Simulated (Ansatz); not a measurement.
N:
```
N
1.0
    5.59622     0.00000     0.00000
    0.00000     5.59622     0.00000
    0.00000     0.00000     5.59622
N
8
Cartesian
  0.31427   0.31427   0.31427
  2.48384   5.28195   3.11238
  3.11238   2.48384   5.28195
  5.28195   3.11238   2.48384
  5.27955   5.27955   5.27955
  3.11479   0.31668   2.48143
  2.48143   3.11479   0.31668
  0.31668   2.48143   3.11479
```

Relaxed with r²SCAN+D4. Special points in fractions of this cell's reciprocal vectors: Γ (0.000, 0.000, 0.000); X (0.000, 0.500, 0.000); M (0.500, 0.500, 0.000); R (0.500, 0.500, 0.500); X1 (0.500, 0.000, 0.000).

Q: List the band energies nearest the valence-band maximum at these points for r²SCAN+D4 (plane waves, PAW; program Ansatz).

A: In eV from the valence-band maximum; about four levels below and three above (degenerate sets whole), none deeper than 8.9 eV; points with the same levels are listed once.

```
k                    below                above
-  -----------------------  -------------------
Γ  -0.90 -0.03 -0.03 -0.03       8.13 8.13 8.13
X    -0.29 -0.29 0.00 0.00  8.40 8.40 8.80 8.80
M  -0.15 -0.15 -0.15 -0.15  8.79 8.79 8.80 8.80
R  -0.23 -0.23 -0.23 -0.23  8.80 8.80 8.80 8.80
```

Space group Pa-3 (α-N2). Symmetry was held in the r²SCAN+D4 relaxation. The substance is a gas or liquid at ambient conditions; this is its low-temperature solid. Point labels and valley counts follow the cell and symmetry of the run, lower than the named group.

Potentials: the later of the program's two PAW sets.
